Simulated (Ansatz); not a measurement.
An Ansatz (a first-principles code) input:

Ansatz 0.2 input:
```yaml
crystal:
  lattice:
    - [3.044652811, 2.575820603, 0.0]
    - [-3.044652811, 2.575820603, 0.0]
    - [-2.7446706031, 0.0, 5.0673655347]
  atoms:
    - { symbol: Nb, position: [0.8487446348, 0.2304468185, 0.705620165] }
    - { symbol: Nb, position: [0.2304468185, 0.8487446348, 0.294379835] }
    - { symbol: O, position: [0.2816579071, 0.2816579071, 0.5] }
    - { symbol: O, position: [0.6369124131, 0.7900721646, 0.6470622849] }
    - { symbol: O, position: [0.7900721646, 0.6369124131, 0.3529377151] }
    - { symbol: O, position: [0.2378258485, 0.8863202135, 0.9633236689] }
    - { symbol: O, position: [0.8863202135, 0.2378258485, 0.0366763311] }
kpoints:
  mp_grid: { grid: [5, 5, 3] }
hamiltonian:
  xc: hse06
  pseudopotentials: { kind: paw }
scf:
  n_extra_bands: 7
  occupations: { method: fixed }
output:
  eigenvalues: true
  eigenstates:
    e_range: [-9.0, 11.5]
    kpoints:
      - [0.0, 0.0, 0.0]  # VBM
      - [0.0, 0.5, 0.0]  # CBM
      - [0.0, 0.0, 0.0]  # GAMMA
      - [-0.5, 0.5, 0.0]  # Y_2
      - [0.0, 0.0, 0.5]  # A
      - [-0.5, 0.5, 0.5]  # M_2
      - [0.0, 0.5, 0.0]  # V_2
      - [0.0, 0.5, 0.5]  # L_2
      - [0.4814294011, 0.4814294011, 0.0]  # C
      - [-0.4814294011, 0.5185705989, 0.0]  # C_2
      - [-0.3649660673, 0.6350339327, 0.5]  # D
      - [0.3649660673, 0.3649660673, 0.5]  # D_2
```

Task: How many symmetry operations and irreducible k-points will the run report?

Result: 2 operations, 24 of 75 k-points.

Task: With a cutoff of 420 eV, how many plane waves at Γ?

Result: 1553.

It took roughly 3 core-minutes on shared server cores.

The points marked VBM and CBM come from a semilocal run.

Space group C2. The workflow started from a Materials Project entry (that database holds measured and hypothetical structures alike); the Crystallography Open Database copy checked does not list it. COD files the formula under space group No. 3, 15, 139. Its standing as an ambient phase is unchecked. The r²SCAN relaxation kept the symmetry of its start; whether a distortion lowers the energy is not shown. The run is not spin-polarised.

Potentials: the later of the program's two PAW sets.

Ansatz is a plane-wave DFT program.
